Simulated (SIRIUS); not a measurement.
A self-consistent single point of Sb (P2_1/m, 2 atoms in the cell; from Materials Project mp-1179605, changed as shown) with SIRIUS.

Computed with SIRIUS with LDA (PW92), FP-LAPW (LAPW with two local orbitals a valence shell; core below -3 Ha), all-electron full potential with ZORA scalar-relativistic valence and Dirac core.

The change in words: atom 2 moved by -0.04 angstrom along x. Reference geometry (P2_1/m):
```
Sb
1.0
    3.08087     0.00000     0.00000
    0.00000     4.28970     0.00000
   -0.03840     0.00000     4.34725
Sb
2
Direct
  0.98861   0.75000   0.75883
  0.01139   0.25000   0.24117
```

Reference input (self-consistent single point, DFT, LDA (PW92), FP-LAPW (LAPW with two local orbitals a valence shell; core below -3 Ha), all-electron full potential with ZORA scalar-relativistic valence and Dirac core): parameters.ngridk = 8 6 6; basis = LAPW with two local orbitals a valence shell, core below -3 Ha; unit_cell.atom_type_rmt = {Sb: 2.4} bohr; parameters.xc_functionals = [XC_LDA_X, XC_LDA_C_PW]; parameters.aw_cutoff = 7; parameters.pw_cutoff = 20 1/bohr; parameters.smearing = gaussian; parameters.smearing_width = 0.00367493 Ha; parameters.electronic_structure_method = full_potential_lapwlo; parameters.lmax_apw = 8; parameters.lmax_rho = 8; parameters.lmax_pot = 8. This run's input differs from it in these lines:

```diff
@@ -52,3 +52,3 @@
         [0.98861, 0.75, 0.75883],
-        [0.01139, 0.25, 0.24117]
+        [-0.001593, 0.25, 0.24117]
       ]
```

Output (repeated stretches shortened):

```
[find] density tolerance         : 1e-06
[find] total energy tolerance    : 1e-07
[find] iter_solver_tol (initial) : 0.01
[find] iter_solver_tol (target)  : 1e-13
[find] num_dft_iter              : 100
Charges and magnetic moments
--------------------------------------------------------------------------------
atom      charge    core leakage
--------------------------------------------------------------------------------
   0   48.479762    0.000000e+00
   1   48.479762    0.000000e+00

total core leakage    : 0.00000000e+00
interstitial charge   : 5.040476
total charge          : 102.000000
[find] | SCF iteration   0 out of 100|
   [... lines left out ...]
[find]    1   48.434721    2.277978e-03
[find] total core leakage    : 4.55595509e-03
[find] interstitial charge   : 5.125999
[find] total charge          : 101.995442
[find] Energy
[find] smearing (-TS)                 :      -0.00020804
[find] Total energy                   :  -12956.33602614 (Ha),  -25912.67205228 (Ry)
[find] Free energy (E-TS)             :  -12956.33623418 (Ha),  -25912.67246837 (Ry)
[find] band gap (eV)                  :       0.00000000
[find] Efermi                         :       0.23689957
[find] iteration : 14, RMS (target) : 2.5573e-07 (1.0000e-06) , energy difference (target) : -5.7989e-09 (1.0000e-07)
[find] converged after 15 SCF iterations!
Warning in function "check_num_electrons" at src/density/density.cpp:1179
wrong number of electrons
  obtained value : 101.995
  target value : 102
  difference : 0.00455804
  total core leakage : 0.00455596
    atom class : 0, core leakage : 0.00227798
[find] Charges and magnetic moments
[find] atom      charge    core leakage
[find]    0   48.434721    2.277978e-03
[find]    1   48.434721    2.277978e-03
[find] total core leakage    : 4.55595509e-03
[find] interstitial charge   : 5.125999
[find] total charge          : 101.995442
[find] Energy
[find] smearing (-TS)                 :      -0.00020804
[find] Total energy                   :  -12956.33602614 (Ha),  -25912.67205228 (Ry)
[find] Free energy (E-TS)             :  -12956.33623418 (Ha),  -25912.67246837 (Ry)
[find] band gap (eV)                  :       0.00000000
[find] Efermi                         :       0.23689957
[ground_state] ==== total Forces in Ha/bohr =====
[ground_state] atom:    0, force:       0.0002375      0.0000000     -0.0009217
[ground_state] atom:    1, force:      -0.0002375     -0.0000000      0.0009217
```

The run converged in 15 iterations. Against the reference run the free energy hardly moves (within 1 meV/atom) and the largest force goes from 0.056 to 0.049 eV/Å.

The structure comes from a collection of computed structures, made at another level of theory; the collection holds predicted forms beside known ones. Its lattice was then scaled. No clean gap shows at this smearing width and mesh (spacing up to 0.25 Å⁻¹); the mesh is coarse for partly filled bands, so the values carry mesh errors. Semi-local functionals can close small gaps. Values depend on the basis (sphere radii, cutoffs, local orbitals), which need not be converged.

Cost on one core: very roughly 50 core-seconds.
